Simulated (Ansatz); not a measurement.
## One atom moved over a plane in Hf

The calculation used Ansatz, DFT PBEsol, scalar-relativistic, plane waves, PAW. The runs took a 420 eV cutoff, a Γ-centred 18×18×10 mesh and Gaussian smearing (0.15 eV). Spin–orbit coupling is left out, which can shift energies with elements as heavy as these. No spin polarisation. Energies are free energies at this smearing, counted from the undisturbed cell; pressure is positive in compression.

Zero of the scan (as given, not relaxed at this level; it stands at -3.8 GPa):

```
CELL_PARAMETERS angstrom
3.19670 0.00000 0.00000
-1.59835 2.76842 0.00000
0.00000 0.00000 5.05780
ATOMIC_POSITIONS crystal
Hf 0.33333 0.66667 0.25000
Hf 0.66667 0.33333 0.75000
```

Atom 1 (Hf) is moved by p along (0.707, 0.707, 0.000) and q along (0.000, 0.000, 1.000) (Å), all else fixed. Points are written (p, q).

Energy above the undisturbed cell in eV/cell (a dash: not computed):

```csv
p \ q,-0.600,-0.300,0.000,0.300,0.600
-0.600,1.76,0.59,0.31,0.59,1.76
-0.300,1.34,–,0.09,–,1.34
0.000,1.22,0.21,0.00,0.21,1.22
0.300,1.32,–,–,–,1.32
0.600,1.55,–,0.24,–,1.55
```

Pressure in GPa:

| p \ q | -0.600 | -0.300 | 0.000 | 0.300 | 0.600 |
| --- | --- | --- | --- | --- | --- |
| -0.600 | 9.1 | -1.2 | -4.4 | -1.2 | 9.1 |
| -0.300 | 10.5 | – | -4.0 | – | 10.5 |
| 0.000 | 11.4 | 0.1 | -3.8 | 0.1 | 11.4 |
| 0.300 | 10.7 | – | – | – | 10.7 |
| 0.600 | 9.0 | – | -4.3 | – | 9.0 |